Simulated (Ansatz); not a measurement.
## MgRh: energy along a strain

MgRh, Pm-3m, a = 3.099 Å (as given, not relaxed at this level: -1.0 GPa). The structure is a COD entry; whether it is the stable form wasn't checked. Ansatz: r2SCAN, PAW, 500 eV, Γ-centred 16×16×16 mesh on 2 atoms, Gaussian smearing 0.15 eV; no spin polarisation. Cell vectors (Å): 3.099 0.000 0.000; 0.000 3.099 0.000; 0.000 0.000 3.099. The cell is strained by x per cent times the pattern (0 0 0 0 0 1) in the order xx yy zz yz xz xy (engineering shears), with fractional coordinates held. y is the free energy over the start, V0 = 14.884 Å³/atom. Symmetry makes y even in x.

| x (%) | y (meV/atom) |
| --- | --- |
| -4.00 | ? |
| -2.00 | 1.42 |
| 0.00 | 0.00 |
| 0.50 | 0.09 |
| 1.00 | 0.36 |
| 1.50 | 0.80 |
| 2.50 | 2.22 |
| 3.00 | 3.20 |
| 3.50 | 4.35 |

Q: Fit y = c2 x² + c4 x⁴ to the other rows, get the stiffness along the pattern, and predict the missing energy.

A: Least squares on the rows shown. y = 0.3557 x² − 4.277×10⁻⁵ x⁴. The clamped-ion stiffness p·C·p = 2 × 3.557 eV × 160.2 / 14.884 Å³ = 77 GPa, which is C66 in these axes (C44 of the cubic crystal) (second derivative at the start, which stands under stress). At x = -4.00 the fit asked for gives 5.68 meV/atom. The run gave 5.68 meV/atom, the same to the digits shown.